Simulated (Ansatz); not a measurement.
Consider the following.

Be$_{2}$C:
Space group Fm-3m (No. 225); a = 4.2677 Å, b = 4.2677 Å, c = 4.2677 Å, α = 90.00°, β = 90.00°, γ = 90.00°

| atom | site | symmetry | x | y | z |
|---|---|---|---|---|---|
| Be | 8c | -43m | 0.2500 | 0.2500 | 0.2500 |
| C | 4a | m-3m | 0.0000 | 0.0000 | 0.0000 |
(The calculation used a cell of 3 atoms; values per cell refer to that cell.)

This is the LDA-relaxed structure.

Q: All from plane-wave PAW LDA (Ansatz code), unless another level is named. Give the vibrational entropy at 300 K.

A: 6.0 J/(K·mol of atoms).

Q: And the highest zone-centre frequency (without LO–TO term)?

A: 722 cm⁻¹.

Q: Next, the bulk modulus (Birch–Murnaghan fit)?

A: 217 GPa.

Symmetry was held in the LDA relaxation.

Potentials: the earlier of the program's two PAW sets. The files were generated under PBE; for other functionals the program regenerates the frozen cores, and for LDA and PBEsol the local potential too.
